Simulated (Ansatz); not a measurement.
## BaZrO3 (Pm-3m): phonons

Method: r²SCAN, PAW on Ansatz 0.2.0's default frozen-core files (fitted under PBE), scalar-relativistic.

The cell comes from a PAW relaxation under the same functional.

Command line:

```sh
ansatz run input.yaml --threads 2 --pin off --max-ram 6144MiB --backend cpu --events-out ev --progress --plain --runs-dir out
```

Input file:

```yaml
crystal:
  lattice:
    - [4.20517199633, 0.0, 0.0]
    - [0.0, 4.20517199633, 0.0]
    - [0.0, 0.0, 4.20517199633]
  atoms:
    - { symbol: Ba, position: [0.0, 0.0, 0.0] }
    - { symbol: Zr, position: [0.5, 0.5, 0.5] }
    - { symbol: O, position: [0.0, 0.5, 0.5] }
    - { symbol: O, position: [0.5, 0.0, 0.5] }
    - { symbol: O, position: [0.5, 0.5, 0.0] }
kpoints:
  mp_grid: { grid: [6, 6, 6] }
scf:
  occupations: { method: fixed }
hamiltonian:
  xc: r2scan
  pseudopotentials: { kind: paw }
phonons:
  supercell: [1, 1, 1]
```

Output:

```
Warning: RAYON_NUM_THREADS=2 ignored (pool sized by the plan → 2); use --threads N
Engine: ansatz 0.2.0, aarch64-unknown-linux-gnu
Pseudopotentials: kind: paw
Pseudopotential: Ba, paw, valence charge 10, recommended cutoff 500 eV (meta_gga), Ba.paw.azcp
Pseudopotential: Zr, paw, valence charge 12, recommended cutoff 500 eV (meta_gga), Zr.paw.azcp
Pseudopotential: O, paw, valence charge 6, recommended cutoff 500 eV (meta_gga), O.paw.azcp
Functional definition: r2SCAN
  parameter k0 = 0.174
  parameter k1 = 0.065
  parameter a1 = 4.9479
  exchange = r2scan_x(k0 = k0, k1 = k1, a1 = a1)
  correlation = r2scan_c
Crystal: 5 atoms, lattice volume = 74.362 Å³
Basis set: ecut = 500 eV, 1863 PW (Γ), exchange–correlation on 256×256×256 points (512 copies of the dense FFT grid, shifted against one another)
Bands: 25, of which v1, the nominal top of the filled ones, is band 20 counted from 1 (19 counted from 0)
Symmetry: 48 space group operations
k-points: 20 of 216
Non-local potential: Ba, projectors of the file, l = 0: 3, l = 1: 2, l = 2: 2, l = 3: 2
Non-local potential: Zr, projectors of the file, l = 0: 3, l = 1: 2, l = 2: 2, l = 3: 2
Non-local potential: O, projectors of the file, l = 0: 2, l = 1: 2, l = 2: 1
PAW form: soft (Blöchl's): semilocal exchange-correlation on the pseudo side does not see the compensation charge
PAW frozen core: Ba, regenerated for the run's functional (the file was generated under x = pbe(κ = 0.804, μ = 0.2195149727645171), c = pbe(β = 0.06672455060314922))
PAW frozen core: Zr, regenerated for the run's functional (the file was generated under x = pbe(κ = 0.804, μ = 0.2195149727645171), c = pbe(β = 0.06672455060314922))
PAW frozen core: O, regenerated for the run's functional (the file was generated under x = pbe(κ = 0.804, μ = 0.2195149727645171), c = pbe(β = 0.06672455060314922))
PAW one-centre angular grid: Ba, 302 points (default); XC on 160 Gauss nodes
PAW one-centre angular grid: Zr, 590 points (default); XC on 160 Gauss nodes
PAW one-centre angular grid: O, 302 points (default); XC on 160 Gauss nodes
Initial density: superposition of atomic densities (neutral atoms: chi_scale 0, normalization atom), corrected by the library's trained network
Initial wavefunctions: pseudopotential atomic-orbital guess
Functional: x = r2scan, c = r2scan; τ floored in thin density (d = 2e-4 eV/Å³)
SCF iter   1: F=—  HF=-11875.316252 eV  |F-HF|=—  |Δ(HF+E_count)|=         —  Δρ=1.17e-2  dr2=1.34e-1  dr2_τ=2.26e-1  ethr=1.77e-3  ⟨swp⟩=4.5  Hψ=2156  notcnv=0  defer=42
preconditioner: auto → Resta (q_TF=auto, 2.460 Å⁻¹)  ε∞=3.4  [insulator: Δε(μ)=4.023 eV  Ē_g=17.142 eV  n_scr=18 (ndim 8)  ℏωp=26.5 eV  f_vac=0.000  ε∞_Penn≈3.4]
SCF iter   2: F=—  HF=-11875.425569 eV  |F-HF|=—  |Δ(HF+E_count)|=   1.09e-1  Δρ=5.71e-3  dr2=1.01e-2  dr2_τ=5.36e-3  ethr=3.35e-4  ⟨swp⟩=2.5  Hψ=1027  notcnv=0  defer=53
SCF iter   3: F=—  HF=-11875.424184 eV  |F-HF|=—  |Δ(HF+E_count)|=   1.39e-3  Δρ=2.37e-3  dr2=2.66e-3  dr2_τ=2.74e-4  ethr=2.53e-5  ⟨swp⟩=2.2  Hψ=925  notcnv=0  defer=56
SCF iter   4: F=—  HF=-11875.423699 eV  |F-HF|=—  |Δ(HF+E_count)|=   4.85e-4  Δρ=3.96e-4  dr2=6.15e-5  dr2_τ=1.25e-5  ethr=6.66e-6  ⟨swp⟩=2.4  Hψ=798  notcnv=0  defer=56
[... 29 lines left out ...]
SCF iter   4: F=—  HF=-11875.423694 eV  |F-HF|=—  |Δ(HF+E_count)|=   3.85e-7  Δρ=2.00e-6  dr2=1.62e-9  dr2_τ=5.71e-10  ethr=2.47e-10  ⟨swp⟩=2.0  Hψ=1360  notcnv=0  defer=32
SCF iter   5: F=—  HF=-11875.423694 eV  |F-HF|=—  |Δ(HF+E_count)|=   1.15e-9  Δρ=9.79e-7  dr2=4.70e-10  dr2_τ=7.03e-11  ethr=4.04e-12  ⟨swp⟩=2.0  Hψ=1289  notcnv=0  defer=32
SCF iter   6: F=—  HF=-11875.423694 eV  |F-HF|=—  |Δ(HF+E_count)|=  1.46e-11  Δρ=5.70e-7  dr2=1.75e-10  dr2_τ=2.76e-11  ethr=1.17e-12  ⟨swp⟩=2.0  Hψ=1248  notcnv=0  defer=32
SCF iter   7: F=—  HF=-11875.423694 eV  |F-HF|=—  |Δ(HF+E_count)|=  2.18e-11  Δρ=1.80e-7  dr2=1.72e-11  dr2_τ=8.34e-13  ethr=1.00e-12  ⟨swp⟩=1.7  Hψ=814  notcnv=0  defer=32
SCF iter   8: F=-11875.423694 eV  HF=-11875.423694 eV  |F-HF|=5.46e-12  |Δ(HF+E_count)|=  1.82e-12  Δρ=2.84e-8  dr2=4.84e-13  dr2_τ=3.24e-14  ethr=1.00e-12  ⟨swp⟩=5.2  Hψ=3494  notcnv=0
SCF 4 converged in 8 iterations: F = -11875.423694 eV  dr2 = 4.84e-13
Symmetry: 2 space group operations
k-points: 68 of 216 (time reversal used)
iter 1 solved again at ethr=1.66e-8 eV; its pass at ethr=3.10e-3 eV (dr2=6.64e-6 eV) is discarded
SCF iter   1: F=—  HF=-11875.423703 eV  |F-HF|=—  |Δ(HF+E_count)|=         —  Δρ=9.40e-5  dr2=4.67e-6  dr2_τ=8.23e-7  ethr=1.66e-8  ⟨swp⟩=2.9  Hψ=7343  notcnv=0  defer=99
SCF iter   2: F=—  HF=-11875.423703 eV  |F-HF|=—  |Δ(HF+E_count)|=   7.33e-7  Δρ=4.81e-5  dr2=1.21e-6  dr2_τ=7.51e-8  ethr=1.17e-8  ⟨swp⟩=2.2  Hψ=2416  notcnv=0  defer=68
SCF iter   3: F=—  HF=-11875.423702 eV  |F-HF|=—  |Δ(HF+E_count)|=   1.49e-6  Δρ=9.76e-6  dr2=3.61e-8  dr2_τ=2.33e-9  ethr=3.02e-9  ⟨swp⟩=2.0  Hψ=2580  notcnv=0  defer=68
SCF iter   4: F=—  HF=-11875.423702 eV  |F-HF|=—  |Δ(HF+E_count)|=   3.04e-8  Δρ=1.98e-6  dr2=2.67e-9  dr2_τ=1.67e-10  ethr=9.02e-11  ⟨swp⟩=2.1  Hψ=2760  notcnv=0  defer=68
SCF iter   5: F=—  HF=-11875.423702 eV  |F-HF|=—  |Δ(HF+E_count)|=   1.86e-9  Δρ=5.17e-7  dr2=1.21e-10  dr2_τ=1.55e-11  ethr=6.66e-12  ⟨swp⟩=2.0  Hψ=2846  notcnv=0  defer=68
SCF iter   6: F=—  HF=-11875.423702 eV  |F-HF|=—  |Δ(HF+E_count)|=  1.46e-11  Δρ=4.02e-7  dr2=9.38e-11  dr2_τ=1.22e-11  ethr=1.00e-12  ⟨swp⟩=2.0  Hψ=2591  notcnv=0  defer=68
SCF iter   7: F=—  HF=-11875.423702 eV  |F-HF|=—  |Δ(HF+E_count)|=  2.00e-11  Δρ=1.13e-7  dr2=7.26e-12  dr2_τ=3.15e-13  ethr=1.00e-12  ⟨swp⟩=1.0  Hψ=1632  notcnv=0  defer=68
SCF iter   8: F=-11875.423702 eV  HF=-11875.423702 eV  |F-HF|=7.28e-12  |Δ(HF+E_count)|=  7.28e-12  Δρ=1.80e-8  dr2=1.89e-13  dr2_τ=9.17e-15  ethr=1.00e-12  ⟨swp⟩=5.3  Hψ=7248  notcnv=0
SCF 5 converged in 8 iterations: F = -11875.423702 eV  dr2 = 1.89e-13
SCF converged after 2 iterations
Free energy (F): -11875.423721 eV
Harris-Foulkes:  -11875.423721 eV  (|F-HF|=5.46e-12)
Internal energy: -11875.423721 eV  (E = F + TS)
E sigma→0 (E₀):  -11875.423721 eV
Fermi energy:    9.393374 eV
--- Per-component energies (eV) ---
  E_band       = -125.891787
  E_kinetic    = 1035.258154
  E_local      = -1951.456135  (includes V_loc(G=0)·N_el)
  E_nonlocal   = 272.170602
  E_hartree    = 692.438716
  E_xc         = -538.165417
  E_vxc        = -682.775444  (∫ρ·V_xc dr)
  E_paw        = -8700.566110  (= ΣΔE_a)
  E_vpaw       = -224.272714  (= ΣTr[D̂ρ^β])
  E_aug_tail   = 0.003016  (compensation charges beyond the density's cutoff)
  E_vtau       = 40.303209  (kinetic-family band-sum trace: ∫τ·v_τ [+ j·A + Jᵃ·Aᵃ] dr)
  E_ewald      = -2684.916398
  E_core_change = -0.190148  (= ΣΔE_core)
  E_smearing   = -0.000000  (= −TS)
  E_closure    = -0.000000  (closes the sum)
  Σ components = -11875.423721   (vs F -11875.423721, Δ=0.00e0)
--- Forces (eV/Å), atoms counted from 1 ---
  atom   1  Ba     0.00000000     0.00000000    -0.00000000
  atom   2  Zr     0.00000000     0.00000000    -0.00000000
  atom   3  O      0.00000000    -0.00000000     0.00000000
  atom   4  O      0.00000000    -0.00000000    -0.00000000
  atom   5  O      0.00000000    -0.00000000    -0.00000000
  max |Σ_I F_I| component: 1.28e-28 eV/Å
--- Phonons: 3 displaced members + reference (amplitude 0.0025 Å, Σ member SCF iterations 23) ---
  symmetry images taken by strict's conditions (phonons.symmetry_images: auto; settled by no image being taken that strict refuses)
  ASR residual: 2.045e-4 → 0.000e0 eV/Å²; symmetrization residual: 6.526e-5 eV/Å²
  largest component of a force at the reference: 6.7e-29 eV/Å
  ASR residual per site (eV/Å²): 1.89e-4 2.04e-4 1.14e-4 1.14e-4 1.14e-4
  Γ frequencies (cm⁻¹): 0.00 0.00 0.00 104.21 104.21 104.21 197.96 197.96 197.96 198.80 198.80 198.80 495.11 495.11 495.11
  density of states and harmonic sums: on the 15×15×15 q-mesh, interpolated from the force constants of a 1×1×1 supercell (no non-analytic term)
  largest difference from the sums on the solved wave vectors: F 4.63e-1 eV, S 7.21e-4 and C_V 2.58e-4 eV/K
```

The run converged.

### Zone-centre phonons

Harmonic phonons of a crystal by Kohn-Sham DFT at the given cell, standard atomic masses, acoustic sum rule imposed; negative wavenumbers are unstable modes; optical zone-centre levels upwards with Mulliken labels, activity, and the element with most of the kinetic energy.

```json
{
 "Point group": "m-3m"
}
```

```
number  phonon wavenumber (cm⁻¹)  label  infrared  raman  lead element
     1                     104.2    T1u       yes     no            Ba
     2                       198    T1u       yes     no            Zr
     3                     198.8    T2u        no     no             O
     4                     495.1    T1u       yes     no             O
```

Keep in mind: frozen-core PAW files fitted under PBE, their cores solved anew for the functional of the run; zone-boundary modes aren't tested; no LO-TO term at the zone centre.

Time and hardware: 51 s on 2 threads of Arm Neoverse V1, with other jobs on the host, peak memory 1.4 GiB.
